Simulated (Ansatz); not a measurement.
A geometry of Cd away from equilibrium: the start of the relaxation of a generated cell, Cd built in the AFLOW prototype A_hR2_166_c (A7, as in As). Level of theory: r2SCAN (plane waves to 500 eV, PAW, scalar-relativistic; Ansatz, a program for electronic structure). Γ-centred k-mesh 10×10×10 on the run's cell (coarser than for final values), Fermi–Dirac smearing 0.05 eV.

```xyz
2
Lattice="1.8879 1.0900 3.5009 -1.8879 1.0900 3.5009 0.0000 -2.1800 3.5009" Properties=species:S:1:pos:R:3:forces:R:3 pbc="T T T" free_energy=-16535.214 pressure_GPa=17.2
Cd     0.0000     0.0000     2.3898    0.0000    0.0000    2.7906
Cd     0.0000     0.0000     8.1128    0.0000    0.0000   -2.7906
```

Positions in Å, forces in eV/Å, free energy of the cell in eV (comparable only within this code, potentials and settings). Largest force: 2.79 eV/Å, on Cd1, Cd2 (atoms numbered as listed); the geometry lies 0.55 eV/atom above the end of its relaxation.

No spin polarisation in the result.

The run could not lose the symmetry of its start, so the end can be a saddle point.

The end of the path is a generated cell of Cd: the first start was made by placing the elements on the sites of a structure type, and the end was not matched to a known phase here, so it may be hypothetical. Known forms of Cd include space group No. 194.
